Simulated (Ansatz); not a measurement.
SiO$_{2}$ in space group P4_12_12 (No. 92; Si on 4a, O on 8b), the program Ansatz at the PBE level (PAW). The conduction-band minimum lies at Γ, with 1 equivalent valley. Second derivatives d²E/dk² of the lowest band at one valley (eV·Å²), along Cartesian directions:

```tsv
direction	d²E/dk²
[100]	14.04
[010]	14.04
[001]	14.07
[110]	14.04
[101]	14.05
[011]	14.05
```

Question: Find the principal effective masses, the density-of-states mass and the conductivity mass.

Answer: Off-diagonal terms follow from H_xy = H[110] − (H_xx + H_yy)/2, and m*/mₑ = 7.620 eV·Å² over each eigenvalue: 0.54, 0.54, 0.54. One valley's DOS mass (m₁m₂m₃)^(1/3) = 0.54, conductivity mass 3/(Σ 1/mᵢ) = 0.54 mₑ.

Question: What effective density of states Nc follows at 300 K for parabolic valleys?

Answer: Nc = 2.509e19 × 1 × (0.54)^(3/2) ≈ 1.0e19 cm⁻³.

The PBE relaxation kept the symmetry of its start.

Potentials: the earlier of the program's two PAW sets.

Edges and masses are those of Kohn–Sham bands, whose gap is no quasiparticle gap.
